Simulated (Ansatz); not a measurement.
Consider the following.

Na3Bi:
```cif
data_Bi2Na6
_chemical_formula_sum 'Na6 Bi2'
_space_group_name_H-M_alt 'P 1'
_space_group_IT_number 1
_cell_length_a 5.41390
_cell_length_b 5.41390
_cell_length_c 9.63489
_cell_angle_alpha 90.000
_cell_angle_beta 90.000
_cell_angle_gamma 120.000
loop_
_space_group_symop_operation_xyz
  'x, y, z'
loop_
_atom_site_label
_atom_site_type_symbol
_atom_site_fract_x
_atom_site_fract_y
_atom_site_fract_z
_atom_site_occupancy
Na1 Na 0.33333 0.66667 0.91740 1
Na2 Na 0.66667 0.33333 0.08260 1
Na3 Na 0.66667 0.33333 0.41740 1
Na4 Na 0.33333 0.66667 0.58260 1
Na5 Na 0.00000 0.00000 0.25000 1
Na6 Na 0.00000 0.00000 0.75000 1
Bi1 Bi 0.66667 0.33333 0.75000 1
Bi2 Bi 0.33333 0.66667 0.25000 1
```

This is the PBEsol-relaxed structure.

Task: All from the program Ansatz at the PBEsol level (PAW), unless another level is named. Predict the HSE06 gap on the PBEsol cell.

Result: 0.23 eV (a hybrid on a coarse mesh can open a false gap in a semimetal).

Task: Give the formation energy from the elements (no fitted shifts).

Result: -37 kJ/mol of atoms.

Space group P6_3/mmc. The workflow started from a Materials Project entry (that database holds measured and hypothetical structures alike); the Crystallography Open Database files this formula in space group No. 194, but the cells were not matched. Whether it is the stable phase at ambient conditions was not checked. The cell was relaxed with PBEsol under the symmetry of its start; its stability against distortions is not shown here. The references are the lowest solids computed at this level, not always the standard phases. Spin–orbit coupling is left out wherever it is not named.

Potentials: the earlier of the program's two PAW sets. The files were generated under PBE; for other functionals the program regenerates the frozen cores, and for LDA and PBEsol the local potential too.
